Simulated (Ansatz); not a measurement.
Relaxed-ion elastic tensor of TiC (rock salt, Fm-3m) in GPa (Voigt order), the program Ansatz at the r²SCAN level (PAW); density 4.90 g/cm³, 10.14 Å³ per atom.

|  | 1 | 2 | 3 | 4 | 5 | 6 |
|---|---|---|---|---|---|---|
| 1 | 528 | 130 | 130 | 0.0 | 0.0 | 0.0 |
| 2 | 130 | 528 | 130 | 0.0 | 0.0 | 0.0 |
| 3 | 130 | 130 | 528 | 0.0 | 0.0 | 0.0 |
| 4 | 0.0 | 0.0 | 0.0 | 188 | 0.0 | 0.0 |
| 5 | 0.0 | 0.0 | 0.0 | 0.0 | 188 | 0.0 |
| 6 | 0.0 | 0.0 | 0.0 | 0.0 | 0.0 | 188 |

Is the crystal mechanically stable?

Yes: the smallest eigenvalue of C is 188 GPa.

Work out the Voigt, Reuss and Hill averages.

K_V = 262, K_R = 262, K_H = 262; G_V = 193, G_R = 193, G_H = 193 GPa.

Give Young's modulus, Poisson's ratio, Pugh's ratio and the universal anisotropy index.

E = 9KG/(3K + G) = 464 GPa; ν = 0.21; K/G = 1.36 (brittle by the Pugh limit of 1.75); A_U = 5G_V/G_R + K_V/K_R − 6 = 0.00.

Estimate the sound speeds and the Debye temperature.

v_l = √((K + 4G/3)/ρ) = 10300 m/s, v_t = √(G/ρ) = 6270 m/s, mean 6920 m/s; Θ = (h/k)(3n/4πV)^(1/3) v_m = 953 K.

Give the Zener ratio and Young's modulus along [100], [110] and [111].

A = 2C44/(C11 − C12) = 0.94; 1/E = S11 − 2(S11 − S12 − S44/2)Γ with Γ = 0, 1/4, 1/3 gives 477, 461, 456 GPa.

Solve the Christoffel equation for the three sound speeds along [100], [110], [111].

Eigenvalues of C_ijkl n_j n_l equal ρv². In km/s, slowest first: [100] 6.20, 6.20, 10.38; [110] 6.20, 6.38, 10.27; [111] 6.32, 6.32, 10.23.

The cell was relaxed with r²SCAN under the symmetry of its start. The run is not spin-polarised. As this level gives no gap, shear constants depend on the k-mesh and smearing (Fermi–Dirac, 0.1 eV here).

Potentials: the earlier of the program's two PAW sets.
